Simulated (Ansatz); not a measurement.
Field gradients of Si₃N₄ from run to run

Cell of run 1: an entry of the Crystallography Open Database (COD), atoms as given.

Space group P6_3/m (No. 176); a = 7.6018, c = 2.9066 Å, γ = 120.00°.

```csv
site,Wyckoff,site symmetry,x,y,z
Si,6h,m..,0.1773,0.7677,0.2500
N7,2c,-6..,0.3333,0.6667,0.2500
N9,6h,m..,0.3337,0.0323,0.2500
```

One atom of each set is listed.

Relaxed positions (PBE, cell held):

Si (0.1737, 0.7676, 0.2500)
N7 (0.3333, 0.6667, 0.2500)
N9 (0.3297, 0.0296, 0.2500)

All runs are DFT with Ansatz 0.2.0 (plane waves and PAW, scalar-relativistic unless spin–orbit coupling is named, Γ-centred meshes, Fermi–Dirac smearing where given) in this cell.

Run 1: PBE, gradients read without the response of the cores, atoms as given; 420 eV, 4×4×10 k-points, smearing 0.02 eV.
Run 2: PBE, gradients read without the response of the cores, atoms relaxed; 420 eV, 4×4×10 k-points, smearing 0.02 eV.
Run 3: r2SCAN, gradients read without the response of the cores, at the relaxed atoms; 500 eV, 4×4×10 k-points, smearing 0.02 eV.

```json
{"run": "1", "Si V_zz (η)": "1.30 (0.61)", "N7 V_zz (η)": "-4.76 (0.00)", "N9 V_zz (η)": "-5.27 (0.01)"}
{"run": "2", "Si V_zz (η)": "?", "N7 V_zz (η)": "?", "N9 V_zz (η)": "?"}
{"run": "3", "Si V_zz (η)": "0.91 (0.24)", "N7 V_zz (η)": "-5.17 (0.00)", "N9 V_zz (η)": "-5.15 (0.08)"}
```

V_zz in 10²¹ V/m².

**Question.** Estimate the row of run 2.

**Answer.** Si: 0.91 (0.27); N7: -5.07 (0.00); N9: -5.13 (0.07). It lies nearest to run 3, from whose tensors on these sites it differs by 0.10 at most (largest principal value of the difference, on N7). Taken one at a time, the positions of the atoms (as given or relaxed) move the tensors on these sites by up to 0.47 (largest principal value of the change, on Si), the functional (r2SCAN with its higher cutoff) by 0.10 (N7).

In run 1 the atoms aren't at the calculated equilibrium (largest force 0.96 eV/Å). The cell isn't the equilibrium one in runs 1, 2 (calculated pressure 6, 6 GPa), and the entry's cell may itself be off.
